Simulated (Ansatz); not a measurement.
## YS: moving S off its site

YS, Fm-3m, a = 5.487 Å (as given, not relaxed at this level: -1.5 GPa). The structure is a COD entry; whether it is the stable form wasn't checked. Ansatz: PBEsol, PAW, 420 eV, Γ-centred 16×16×16 mesh on 2 atoms, Gaussian smearing 0.15 eV; no spin polarisation.

```
CELL_PARAMETERS angstrom
0.00000 2.74365 2.74365
2.74365 0.00000 2.74365
2.74365 2.74365 0.00000
ATOMIC_POSITIONS crystal
Y 0.50000 0.50000 0.50000
S 0.00000 0.00000 0.00000
```

Atom 2 (S) moves by x along the unit vector (0.000, 0.000, -1.000), with its periodic images; all else is held. y is the free energy of the cell over the start, F the force along the path summed over the moved atoms. Symmetry makes y even in x.

| x (Å) | y (meV) | F (eV/Å) |
| --- | --- | --- |
| -0.5000 | ? | ? |
| -0.2500 | 242.4 | 2.06 |
| 0.0000 | 0.0 | 0.00 |
| 0.0625 | 14.3 | -0.46 |
| 0.1250 | 57.9 | -0.94 |
| 0.1875 | 132.7 | -1.46 |
| 0.3125 | 392.5 | -2.76 |
| 0.3750 | 590.7 | -3.61 |
| 0.4375 | 845.6 | -4.57 |

Q: Fit y = c2 x² + c4 x⁴ to the energies of the other rows, give the force constant, and predict energy and force of the missing row.

A: Least squares on the rows shown. y = 3612.4 x² + 4201.1 x⁴. The force constant is 2 c2 = 7.22 eV/Å² (for all images moving together, not for a lone atom). With two atoms in a cubic cell this is the optical mode at Γ (in a metal it hangs on mesh and smearing): ω = 521.5 √(2 c2/μ) = 289 cm⁻¹ for μ = 23.56 u. The force −dy/dx at the missing row is 5.71 eV/Å (computed 5.73). At x = -0.5000 the fit asked for gives 1165.7 meV. The run gave 1166.5 meV, so the fit is 0.8 meV too low, a small miss on the scale of the series.

The cell has an odd number of electrons and ran without spin polarisation, so a magnetic or disproportionated state may lie lower.